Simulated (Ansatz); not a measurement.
**Is this B5As2 structure a true minimum?**

The structure comes from a proposed guess, relaxed at this level; another structure or a mixture of phases may lie lower.

The calculation used DFT PBE, scalar-relativistic, plane waves, PAW in Ansatz. Cutoff 420 eV; k points 12×12×4 on the computed 7-atom cell (Γ-centred); Gaussian smearing, width 0.10 eV; no spin polarisation.

The cell below (7 atoms, space group P-3m1 (No. 164)) is relaxed within its symmetry.

```
B As
1.0
     3.16530    0.00000    0.00000
    -1.58265    2.74123    0.00000
     0.00000    0.00000    8.59651
B As
5 2
Direct
  0.00000 0.00000 0.00000
  0.66667 0.33333 0.93760
  0.33333 0.66667 0.06240
  0.00000 0.00000 0.40166
  0.00000 0.00000 0.59834
  0.66667 0.33333 0.69522
  0.33333 0.66667 0.30478
```

For the test it was strained at random (σ = 1.5 % a component), the atoms were moved at random (σ = 0.10 Å), and all was relaxed again on a coarse 6×6×4 mesh (in the run’s order of axes) with 0.20 eV smearing, with no symmetry imposed.

An odd number of electrons in the primitive cell allows no gap without spin; a larger cell or a magnetic state could open one. The cell is a metal run without spin; a magnetic state may lie lower.

**Question.** What happens?

**Answer.** It doesn't return. The energy falls by 56 meV/atom on that mesh, the volume changes by 4.3 %, and the end has space group C2/m (No. 12) at a loose tolerance. Relaxed again on a 12×12×4 mesh with 0.10 eV smearing, the new structure lies 55 meV/atom below the first (mesh in the axes of the run's cell; the cell below is made exact in the group named). Space group C2/m (No. 12), monoclinic, a = 5.870 Å, b = 3.152 Å, c = 8.428 Å, β = 93.6°. Around B on a site of symmetry 2/m lie 2 B at 1.62 Å; B on a site of symmetry m is surrounded by 1 B at 1.62 Å, 2 B at 1.84 Å and 1 As at 2.08 Å; B on a second site of symmetry m is surrounded by 1 B at 1.70 Å and 3 As at 2.05–2.07 Å; around As lie 4 B at 2.05–2.08 Å.

```
B As
1.0
     2.93512   -1.57617    0.00000
     2.93512    1.57617    0.00000
    -0.52787    0.00000    8.41123
B As
5 2
Direct
  0.00000 0.00000 0.50000
  0.73015 0.73015 0.44431
  0.26985 0.26985 0.55569
  0.99494 0.99494 0.89906
  0.00506 0.00506 0.10094
  0.69000 0.69000 0.19719
  0.31000 0.31000 0.80281
```
